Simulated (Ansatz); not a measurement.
AlBO3 (space group R-3c)

```
AlBO3
1.0
    2.21901     1.28115     4.52168
   -2.21901     1.28115     4.52168
    0.00000    -2.56230     4.52168
Al B O
2 2 6
Direct
  0.50000   0.50000   0.50000
  0.00000   0.00000   0.00000
  0.75000   0.75000   0.75000
  0.25000   0.25000   0.25000
  0.75000   0.44083   0.05917
  0.25000   0.55917   0.94083
  0.05917   0.75000   0.44083
  0.94083   0.25000   0.55917
  0.44083   0.05917   0.75000
  0.55917   0.94083   0.25000
```

The slice is a (-1 1 0 4) plane (indices of the conventional cell) through the point (0.250, 0.559, 0.941) (fractional), spanned by u = [1 0 -1] and v = [1 -1 1] in vectors of this cell: u (4.44 Å) and v (6.83 Å, at 90° to u). It covers one period; positions are fractions (u, v).

Calculation: LDA (plane waves to 420 eV, PAW, scalar-relativistic; Ansatz, a first-principles code). k mesh 9×9×9. Inside the PAW spheres the values are not all-electron values, and peaks at nuclei hang on which shells count as valence. AlBO3 was relaxed with its symmetry unable to fall.

### Question
Sketch the electron localisation function (ELF) on this plane as a map.

### Answer
```tsv
v \ u	0.00	0.12	0.25	0.38	0.50	0.62	0.75	0.88
0.92	0.83	0.80	0.21	0.30	0.40	0.09	0.09	0.80
0.83	0.22	0.12	0.08	0.62	0.72	0.25	0.03	0.10
0.75	0.10	0.25	0.19	0.13	0.28	0.07	0.06	0.07
0.67	0.45	0.71	0.63	0.07	0.04	0.18	0.42	0.23
0.58	0.26	0.71	0.65	0.07	0.48	0.82	0.82	0.45
0.50	0.05	0.13	0.14	0.09	0.80	x	x	0.65
0.42	0.03	0.23	0.46	0.11	0.60	0.83	0.85	0.51
0.33	0.07	0.52	0.77	0.24	0.08	0.17	0.20	0.04
0.25	0.05	0.17	0.26	0.10	0.28	0.16	0.07	0.07
0.17	0.33	0.07	0.03	0.30	0.74	0.61	0.29	0.34
0.08	0.81	0.77	0.10	0.31	0.75	0.54	0.17	0.75
0.00	x	0.85	0.40	0.10	0.16	0.08	0.18	0.78
```

Values: electron localisation function (ELF). Points within 0.3 Å of a nucleus are blanked (x), as the pseudised field means little there.
